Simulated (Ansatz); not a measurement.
A geometry of AlRu away from equilibrium: the start of the relaxation of a generated trial cell of AlRu in the B19 structure type. These are PBE (plane waves to 420 eV, PAW, scalar-relativistic; Ansatz, an electronic-structure program) values and carry that method's errors. Γ-centred k-mesh 8×12×8 on the run's cell (coarser than for final values), Fermi–Dirac smearing 0.05 eV.

```xyz
4
Lattice="4.1462 0.0000 0.0000 0.0000 2.7447 0.0000 0.0000 0.0000 4.2332" Properties=species:S:1:pos:R:3 pbc="T T T"
Al     3.1097     1.3723     1.3229
Al     1.0366     1.3723     2.9103
Ru     3.1097     0.0000     3.4395
Ru     1.0366     0.0000     0.7937
```

### Question
Which atoms carry the largest force, and which way does it point?

### Answer
1.89 eV/Å, on Ru3, Ru4 (atoms numbered as listed); on Ru4 its components are (0.00, 0.00, 1.89).

### Question
What is the pressure?

### Answer
+36.1 GPa, compression positive.

### Question
How much energy per atom can still be gained by relaxing?

### Answer
0.31 eV/atom; the path ends in Pm-3m (No. 221) (CsCl type).

No spin polarisation in the result.

The run could not lose the symmetry of its start; a randomly shaken copy of 4 atoms returns to this structure.
